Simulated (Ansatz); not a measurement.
Si2Mo:
```
Si2Mo
1.0
    4.58494     0.00000     0.00000
   -2.29247     3.97067     0.00000
    0.00000     0.00000     6.57694
Si Mo
6 3
Cartesian
 -1.16557   3.32006   5.48078
  1.12690   0.65061   1.09616
  0.00000   1.30123   3.28847
  3.45804   0.65061   5.48078
  1.16557   3.32006   1.09616
  2.29247   2.66944   3.28847
  2.29247   0.00000   3.28847
  1.14623   1.98534   5.48078
 -1.14623   1.98534   1.09616
```

r²SCAN (plane waves, PAW; program Ansatz) gives a gap of 0.16 eV without spin–orbit coupling, maximum at L, minimum at M.

### Question
What happens when spin–orbit coupling is switched on?

### Answer
The gap decreases by 0.01 eV, to 0.15 eV; maximum at L, minimum at M.

### Question
Give the hole effective mass with spin–orbit coupling.

### Answer
0.44, 0.45, 0.56 mₑ (principal values).

Space group P6_222. The first step of the workflow began from a Materials Project structure, measured or hypothetical; the Crystallography Open Database copy checked does not list it. It is not the phase usual at ambient conditions (space group No. 139). The r²SCAN relaxation kept the symmetry of its start; phonons on a q-mesh show no instability. No spin polarisation was allowed.

Potentials: the earlier of the program's two PAW sets.
